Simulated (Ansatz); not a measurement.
One crystal and one scan (energy against volume) at two levels, PBE (plane waves to 420 eV, PAW, scalar-relativistic; Ansatz, a first-principles code) and r2SCAN (plane waves to 500 eV, PAW, scalar-relativistic; Ansatz), each from its own relaxed cell and on its own mesh. The cell shown is that of PBE.

BeS (zinc blende)

```
BeS
1.0
    0.00000     2.43799     2.43799
    2.43799     0.00000     2.43799
    2.43799     2.43799     0.00000
S Be
1 1
Direct
  0.75000   0.75000   0.75000
  0.00000   0.00000   0.00000
```

Equation-of-state scan: isotropic scaling of the cell above, V₀ being its volume. Symmetry pins the atoms to their sites.

Energies are smeared free energies. BeS was relaxed with its symmetry unable to fall. Percentages come from the unrounded values. Both scans cover V/V₀ from 0.900 to 1.100.

Results of PBE:

- Lattice constant a (Å) = 4.876
- Band gap of the relaxed cell, no spin-orbit coupling (eV) = 3.15
- Pressure at the smallest volume (GPa) = 12.0
- Energy cost of the largest compression (meV/atom) = 49.7
- Energy cost of the largest expansion (meV/atom) = 36.0
- Bulk modulus B₀ (third-order Birch-Murnaghan fit) (GPa) = 92.9
- Pressure for 5 % compression (fit) (GPa) = 5.3

What does r2SCAN give for the same quantities?


```csv
quantity,r2SCAN,PBE − r2SCAN
Lattice constant a (Å),4.869,+0.007 (+0.2 %)
"Band gap of the relaxed cell, no spin-orbit coupling (eV)",3.59,-0.44 (-12 %)
Pressure at the smallest volume (GPa),12.5,-0.5 (-4 %)
Energy cost of the largest compression (meV/atom),51.8,-2.1 (-4.1 %)
Energy cost of the largest expansion (meV/atom),37.7,-1.7 (-4.4 %)
Bulk modulus B₀ (third-order Birch-Murnaghan fit) (GPa),97.5,-4.6 (-4.7 %)
Pressure for 5 % compression (fit) (GPa),5.5,-0.2 (-5 %)
```

PBE gives the lower value for: band gap of the relaxed cell, no spin-orbit coupling; pressure at the smallest volume; energy cost of the largest compression; energy cost of the largest expansion; bulk modulus B₀. They agree on: lattice constant a (within 0.2 %). Neither level is exact: the differences show how much the result hangs on the functional.

(A scan under strain: stresses follow from slopes of the energy per volume, elastic moduli from its curvatures.)
